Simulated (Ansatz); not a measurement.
RuN₂ in space group Pnnm (No. 58; Ru on 2a, N on 4g) at seven volumes, DFT-r²SCAN in the program Ansatz with PAW potentials, shape and atoms relaxed at each. One row is withheld.

```
V (Å³/atom)  P (GPa)
-----------  -------
8.168              ?
8.438          22.02
8.707           9.99
8.976           0.01
9.246          -8.26
9.515         -15.03
9.784         -20.53
```

### Question
Fit the shown pressures and predict the withheld one.

### Answer
Third-order Birch–Murnaghan: P = (3/2)B₀(x^(7/2) − x^(5/2))[1 + (3/4)(B′ − 4)(x − 1)] with x = (V₀/V)^(2/3). Least squares on the six rows gives V₀ = 8.976 Å³/atom, B₀ = 301.4 GPa, B′ = 5.44. At V = 8.168, x = 1.0649 and P = 36.75 GPa. The run itself gave 36.38 GPa.

The workflow started from a Materials Project entry (that database holds measured and hypothetical structures alike); the Crystallography Open Database copy checked does not list it. Its standing as an ambient phase is unchecked. The r²SCAN relaxation kept the symmetry of its start; its stability against distortions is not shown here. The run is not spin-polarised. Its formation energy is positive at this level, so the cell may be metastable or incomplete.

Potentials: the later of the program's two PAW sets.
